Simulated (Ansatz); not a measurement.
NaF in the rocksalt structure, relaxed with r2SCAN, was run in the plane-wave code Ansatz under altered settings. All numbers are computed, without spin polarisation but where a row says otherwise.

```yaml
crystal:
  lattice:
    - [0.00000, 2.29717, 2.29717]
    - [2.29717, 0.00000, 2.29717]
    - [2.29717, 2.29717, 0.00000]
  atoms:
    - { symbol: Na, position: [0.00000, 0.00000, 0.00000] }
    - { symbol: F, position: [0.50000, 0.50000, 0.50000] }
```

The base run's other keys:
```yaml
kpoints:
  mp_grid: { grid: [6, 6, 6] }
hamiltonian:
  xc: pbesol
scf:
  occupations: { method: fixed }
  n_extra_bands: 4
```

It takes 6 iterations with 459 plane waves at 420 eV and 16 k points, and leaves a mean stress of +1.16 GPa. The gap over this mesh is 6.316 eV. It ran on 4 threads of Arm Neoverse N1 (shared host).

Outcomes, with energy and stress as changes against the base:
```csv
setting,outcome,ΔF (meV/atom),Δ mean stress (GPa),gap on the mesh (eV),iterations,wall time
scf.occupations: cold 0.2,converged,0.0,0.00,6.316,6,0.55 s
scf.occupations: cold 0.05,converged,0.0,0.00,6.316,6,0.54 s
basis.ecutwfc: 750,converged,-3.0,-0.01,6.316,6,0.64 s
scf.mixing.ndim: 1,converged,0.0,0.00,6.316,13,0.62 s
scf.convergence.dr2_threshold: 1e-12,converged,0.0,0.00,6.316,8,0.56 s
hamiltonian.dispersion: d4,converged,-30,-0.41,6.316,6,0.64 s
basis.ecutwfc: 500,converged,-2.5,0.00,6.317,6,0.54 s
scf.occupations: methfessel_paxton 0.05,converged,0.0,0.00,6.316,6,0.55 s
accuracy: low,converged,0.0,0.00,6.316,6,0.54 s
scf.occupations: fermi_dirac 0.05,converged,0.0,0.00,6.316,6,0.54 s
"kpoints.mp_grid.shift: [0.5, 0.5, 0.5]","converged, warned",-0.1,0.00,6.594,6,0.61 s
basis.ecutwfc: 200,"converged, warned",+6838,-9.53,6.308,7,0.44 s
scf.occupations: fermi_dirac 0.001,converged,0.0,0.00,6.316,6,0.53 s
"kpoints.mp_grid.grid: [0, 4, 4]",refused,–,–,–,–,0.1 s
```
A dash marks a value that wasn't obtained or can't be compared. Stress is positive in compression. Its mean hides that meshes of lower symmetry stress the axes unequally. The base took 0.53 s.

- basis.ecutwfc: 750. 1139 plane waves in place of 459. The free energy moves by -3.0 meV an atom, the mean stress by -0.01 GPa and the gap on the mesh by 0.000 eV (to 6.316). The base cutoff was converged to that degree.
- hamiltonian.dispersion: d4. The free energy moves by -30 meV an atom, the mean stress by -0.41 GPa and the gap on the mesh by 0.000 eV (to 6.316). A pairwise correction adds to energy, forces and stress and leaves the bands alone.
- kpoints.mp_grid.shift: [0.5, 0.5, 0.5]. The free energy moves by -0.1 meV an atom, the mean stress by 0.00 GPa and the gap on the mesh by +0.278 eV (to 6.594). The mesh breaks the crystal's symmetry, so the stress, and any force that symmetry no longer fixes, lose it too. The gap changes mostly because other points are sampled; a mesh that misses a band edge overestimates it. Warned: symmetry narrowed by mesh.
- basis.ecutwfc: 200. 169 plane waves in place of 459. The free energy moves by +6838 meV an atom, the mean stress by -9.53 GPa and the gap on the mesh by -0.008 eV (to 6.308). The basis is too small: these are errors of the cutoff. Warned: cutoff below recommended.
- kpoints.mp_grid.grid: [0, 4, 4]. The program doesn't start. Error: invalid value for `kpoints.mp_grid.grid`: each dimension must be in 1..=255

Within 1 meV an atom, 0.1 GPa and 0.005 eV of the base stay: scf.occupations: cold 0.2; scf.occupations: cold 0.05; scf.mixing.ndim: 1; scf.convergence.dr2_threshold: 1e-12; scf.occupations: methfessel_paxton 0.05; accuracy: low; scf.occupations: fermi_dirac 0.05; scf.occupations: fermi_dirac 0.001.
